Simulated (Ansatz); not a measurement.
Equation of state of ScPd from a dense series

```
CELL_PARAMETERS angstrom
3.28300 0.00000 0.00000
0.00000 3.28300 0.00000
0.00000 0.00000 3.28300
ATOMIC_POSITIONS crystal
Sc 0.50000 0.50000 0.50000
Pd 0.00000 0.00000 0.00000
```

Atom numbers follow the list: Sc1, Pd2.

The cell is COD entry 1523179, as deposited and not checked against the literature; nothing was relaxed.

Spin polarisation is left out, and whether a magnetic state lies lower isn't shown here.

The calculation used DFT, PBEsol, all-electron LAPW, scalar-relativistic in Ansatz 0.2.0.

The runs use a Γ-centred 12×12×12 k mesh, Fermi–Dirac smearing of 0.05 eV, basis error target 0.25 meV/atom, no spin polarisation.

The cell is scaled evenly. Fractional coordinates are held (clamped ions).

| V (Å³/atom) | P (GPa) |
| --- | --- |
| 16.985 | 3.55 |
| 17.338 | 0.80 |
| 17.515 | -0.47 |
| 17.692 | -1.67 |
| 17.869 | -2.81 |
| 18.046 | -3.89 |
| 18.400 | -5.87 |
| 18.754 | -7.65 |

**Question.** Fit a third-order Birch–Murnaghan curve to the pressures.

**Answer.** P = (3B0/2)(y^(7/2) − y^(5/2))[1 + (3/4)(B0′ − 4)(y − 1)] with y = (V0/V)^(2/3) fits within 0.01 GPa for V0 = 17.448 Å³/atom, B0 = 124.2 GPa and B0′ = 4.39.

**Question.** Predict the pressure at the withheld volume, 16.631 Å³/atom.

**Answer.** There y = 1.0325, so the fit gives 6.63 GPa; the run gave 6.61 GPa.
